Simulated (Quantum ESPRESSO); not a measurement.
## Ga3Mg2TaZn2 (input and log of a self-consistent run)

Computed values, not a measurement. The program is pw.x of Quantum ESPRESSO 7.5 (plane-wave density functional theory). The cell is made up: eight metal atoms on a face-centred cubic lattice, with elements, volume, strain and displacements drawn at random and not relaxed, so it may be unstable or far from any real phase. PseudoDojo standard norm-conserving files set the functional (PBE unless stated); there is no spin polarisation or spin-orbit coupling, the Fermi-Dirac width of 0.25 eV means electrons at about 2900 K, and the masses in the input are unused placeholders. Heavy elements are run without spin-orbit coupling, which real alloys of them have. A spin test at this wide smearing found no moment, but such smearing suppresses magnetism that the real alloy may have.

Input:

```
&control calculation='scf', pseudo_dir='./dojo.nc.sr.pbe.v0_5.standard.upf', outdir='./o', disk_io='medium', tprnfor=.true., tstress=.true. /
&system ibrav=0, nat=8, ntyp=4, nbnd=65, ecutwfc=84.00895049, nosym=.true., tot_charge=0,
 occupations='smearing', smearing='fd', degauss=0.0183746611
/
&electrons conv_thr=1.470e-08, electron_maxstep=70, mixing_beta=0.5 /
ATOMIC_SPECIES
Ga 1.0 Ga.upf
Mg 1.0 Mg.upf
Ta 1.0 Ta.upf
Zn 1.0 Zn.upf
CELL_PARAMETERS angstrom
0.0176 0.0383 -4.2659
4.2713 0.012 -0.0176
-0.024 -8.4176 0.0766
ATOMIC_POSITIONS angstrom
Ga 0.0386 0.0612 0.037
Ga 0.1073 -4.2682 0.0331
Mg 2.1345 -2.0192 0.0491
Mg 2.1213 -6.2306 0.1333
Ta 0.0205 -2.0372 -2.0351
Zn 0.0558 -6.3435 -2.0887
Zn 2.1423 -0.0247 -2.1025
Ga 2.1342 -4.256 -2.1282
K_POINTS automatic
6 6 3 1 1 1
```

The log is shortened where brackets say so; the opening notice, blank lines, dates and the lines on written files are dropped, and the path of the files is cut. It prints rydbergs, bohrs and kilobars, and counts compression as positive stress. Its total energy is the free energy E - TS of the whole cell.

```
     Program PWSCF v.7.5
     Parallel version (MPI & OpenMP), running on       1 processor cores
     Number of MPI processes:                 1
     Threads/MPI process:                     1
     [start-up lines left out]
     bravais-lattice index     =            0
     lattice parameter (alat)  =       8.0618  a.u.
     unit-cell volume          =    1034.9262 (a.u.)^3
     number of atoms/cell      =            8
     number of atomic types    =            4
     number of electrons       =       112.00
     number of Kohn-Sham states=           65
     kinetic-energy cutoff     =      84.0090  Ry
     charge density cutoff     =     336.0358  Ry
     scf convergence threshold =      1.5E-08
     mixing beta               =       0.5000
     number of iterations used =            8  plain     mixing
     Exchange-correlation= PBE
                           (   1   4   3   4   0   0   0)
     [axes and pseudopotential details left out]
   Cartesian axes
     site n.     atom                  positions (alat units)
         1        Ga     tau(   1) = (   0.0090481   0.0143456   0.0086730  )
         2        Ga     tau(   2) = (   0.0251517  -1.0004903   0.0077588  )
         3        Mg     tau(   3) = (   0.5003389  -0.4733119   0.0115093  )
         4        Mg     tau(   4) = (   0.4972448  -1.4604880   0.0312463  )
         5        Ta     tau(   5) = (   0.0048053  -0.4775313  -0.4770390  )
         6        Zn     tau(   6) = (   0.0130798  -1.4869524  -0.4896031  )
         7        Zn     tau(   7) = (   0.5021673  -0.0057898  -0.4928379  )
         8        Ga     tau(   8) = (   0.5002686  -0.9976306  -0.4988622  )
     number of k points=    54  Fermi-Dirac smearing, width (Ry)=  0.0184
                       cart. coord. in units 2pi/alat
        k(    1) = (   0.0831270  -0.0854673  -0.0837618), wk =   0.0370370
        k(    2) = (   0.0821902   0.2524351  -0.0807319), wk =   0.0370370
     [further k points left out]
     Dense  grid:   107737 G-vectors     FFT dimensions: (  48,  48,  96)
     Estimated max dynamical RAM per process >     179.96 MB
     Initial potential from superposition of free atoms
     starting charge     111.9892, renormalised to     112.0000
     Starting wfcs are   67 randomized atomic wfcs
     total cpu time spent up to now is       28.7 secs
     per-process dynamical memory:    98.2 Mb
     Self-consistent Calculation
     iteration #  1     ecut=    84.01 Ry     beta= 0.50
     Davidson diagonalization with overlap
     ethr =  1.00E-02,  avg # of iterations =  5.2
     Threshold (ethr) on eigenvalues was too large:
     Diagonalizing with lowered threshold
     Davidson diagonalization with overlap
     ethr =  3.62E-04,  avg # of iterations =  2.2
     total cpu time spent up to now is      184.5 secs
     total energy              =   -1662.57924748 Ry
     estimated scf accuracy    <       0.39664576 Ry
     iteration #  2     ecut=    84.01 Ry     beta= 0.50
     Davidson diagonalization with overlap
     ethr =  3.54E-04,  avg # of iterations =  5.4
     total cpu time spent up to now is      263.7 secs
     total energy              =   -1662.38168935 Ry
     estimated scf accuracy    <       4.03547760 Ry
     iteration #  3     ecut=    84.01 Ry     beta= 0.50
     Davidson diagonalization with overlap
     ethr =  3.54E-04,  avg # of iterations =  5.1
     total cpu time spent up to now is      334.3 secs
     total energy              =   -1662.75267662 Ry
     estimated scf accuracy    <       0.10052210 Ry
     iteration #  4     ecut=    84.01 Ry     beta= 0.50
     Davidson diagonalization with overlap
     ethr =  8.98E-05,  avg # of iterations =  3.2
     total cpu time spent up to now is      387.5 secs
     total energy              =   -1662.76297973 Ry
     estimated scf accuracy    <       0.07437258 Ry
     iteration #  5     ecut=    84.01 Ry     beta= 0.50
     Davidson diagonalization with overlap
     ethr =  6.64E-05,  avg # of iterations =  2.1
     total cpu time spent up to now is      456.3 secs
     total energy              =   -1662.77194675 Ry
     estimated scf accuracy    <       0.00312984 Ry
     iteration #  6     ecut=    84.01 Ry     beta= 0.50
     Davidson diagonalization with overlap
     c_bands:  1 eigenvalues not converged
     ethr =  2.79E-06,  avg # of iterations =  6.3
     total cpu time spent up to now is      525.5 secs
     total energy              =   -1662.77228158 Ry
     estimated scf accuracy    <       0.00050985 Ry
     iteration #  7     ecut=    84.01 Ry     beta= 0.50
     Davidson diagonalization with overlap
     ethr =  4.55E-07,  avg # of iterations =  2.0
     total cpu time spent up to now is      587.3 secs
     total energy              =   -1662.77235985 Ry
     estimated scf accuracy    <       0.00004398 Ry
     iteration #  8     ecut=    84.01 Ry     beta= 0.50
     Davidson diagonalization with overlap
     ethr =  3.93E-08,  avg # of iterations =  3.1
     total cpu time spent up to now is      662.3 secs
     total energy              =   -1662.77236488 Ry
     estimated scf accuracy    <       0.00000965 Ry
     iteration #  9     ecut=    84.01 Ry     beta= 0.50
     Davidson diagonalization with overlap
     ethr =  8.61E-09,  avg # of iterations =  2.0
     total cpu time spent up to now is      727.0 secs
     total energy              =   -1662.77236563 Ry
     estimated scf accuracy    <       0.00000083 Ry
     iteration # 10     ecut=    84.01 Ry     beta= 0.50
     Davidson diagonalization with overlap
     ethr =  7.38E-10,  avg # of iterations =  3.6
     total cpu time spent up to now is      813.6 secs
     total energy              =   -1662.77236583 Ry
     estimated scf accuracy    <       0.00000019 Ry
     iteration # 11     ecut=    84.01 Ry     beta= 0.50
     Davidson diagonalization with overlap
     ethr =  1.72E-10,  avg # of iterations =  2.4
     total cpu time spent up to now is      877.7 secs
     End of self-consistent calculation
     [lines on levels left out]
!    total energy              =   -1662.77236587 Ry
     estimated scf accuracy    <          7.7E-09 Ry
     smearing contrib. (-TS)   =      -0.06267833 Ry
     internal energy E=F+TS    =   -1662.70968754 Ry
     The total energy is F=E-TS. E is the sum of the following terms:
     one-electron contribution =   -1038.80218613 Ry
     hartree contribution      =     564.29072285 Ry
     xc contribution           =    -276.41922624 Ry
     ewald contribution        =    -911.77899803 Ry
     convergence has been achieved in  11 iterations
     Forces acting on atoms (cartesian axes, Ry/au):
     atom    1 type  1   force =    -0.00414676   -0.01981644    0.00031515
     atom    2 type  1   force =    -0.01222784    0.03251525   -0.00257144
     atom    3 type  2   force =     0.00564460   -0.00538276    0.00351982
     atom    4 type  2   force =     0.00886897   -0.01746176   -0.01041449
     atom    5 type  3   force =    -0.00076442   -0.00695064   -0.00689334
     atom    6 type  4   force =    -0.00396064   -0.00621356    0.00442891
     atom    7 type  4   force =     0.00145211   -0.00802900    0.00326084
     atom    8 type  1   force =     0.00513399    0.03133892    0.00835454
     Total force =     0.059283     Total SCF correction =     0.000452
     Computing stress (Cartesian axis) and pressure
          total   stress  (Ry/bohr**3)                   (kbar)     P=      -60.04
  -0.00041763  -0.00000137   0.00001438          -61.44       -0.20        2.12
  -0.00000137  -0.00036222   0.00001196           -0.20      -53.28        1.76
   0.00001438   0.00001196  -0.00044468            2.12        1.76      -65.41
     init_run     :     26.87s CPU     28.49s WALL (       1 calls)
     electrons    :    794.39s CPU    849.53s WALL (       1 calls)
     forces       :      7.94s CPU      8.03s WALL (       1 calls)
     stress       :     30.62s CPU     30.87s WALL (       1 calls)
     [timing details left out]
     PWSCF        :  14m20.19s CPU  15m18.92s WALL
     JOB DONE.
```

In other units: free energy -22623.171 eV for the cell, pressure -6.00 GPa, largest force component 0.836 eV/Å in size. The run took 920 s of wall time with one process on a shared machine (AMD EPYC, Zen 5, virtual cores), so the time is rough. A rerun of this cell at a higher cutoff and on a denser mesh moved values by no more than 0.006 eV in energy, 0.12 GPa in stress and 0.008 eV/Å in force, and a second program with other atomic files agreed on that cell to 2 % rms in force and 0.5 GPa in pressure.